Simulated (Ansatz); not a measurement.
## Straining Ge2W

Computed with DFT r2SCAN, scalar-relativistic, plane waves, PAW (Ansatz). Run with 500 eV cutoff, 10×10×6 k-mesh, Gaussian smearing of 0.10 eV, no spin polarisation.

Reference structure (relaxed):

```xyz
6
Lattice="3.3231 0.0000 0.0000 0.0000 3.3231 0.0000 0.0000 0.0000 8.1805" Properties=species:S:1:pos:R:3 pbc="T T T"
Ge    0.0000    0.0000    2.7629
Ge    1.6616    1.6616    1.3273
Ge    1.6616    1.6616    6.8532
Ge    0.0000    0.0000    5.4176
W     0.0000    0.0000    0.0000
W     1.6616    1.6616    4.0903
```

Deformation: uniaxial strain along a, with the lengths of b and c and the atoms relaxed and the angles held, all within the symmetry that the strain leaves. Energies are extrapolated to zero smearing.

Spin–orbit coupling is left out, which can shift energies with elements as heavy as these.

```csv
strain (%),ΔE (meV/atom),a (Å),b (Å),c (Å)
-2.0,5.4,3.257,3.345,8.212
-1.0,1.3,3.290,3.335,8.196
+0.0,0.0,3.323,3.323,8.181
+1.0,1.2,3.356,3.312,8.170
+2.0,5.0,3.390,3.303,8.158
```

Q: What stiffness (1/V) d²E/dε² at zero strain does a cubic fit over all points give?

A: A cubic fit gives (1/V) d²E/dε² = 280 GPa at zero strain (Young's modulus along this axis, angles held).

Q: How does the free axis b answer a small strain?

A: Between the innermost points its strain is -0.34 times the applied one.

Cost: 5 runs of about 29 core-minutes in all, on Arm Neoverse V1 (shared hosts).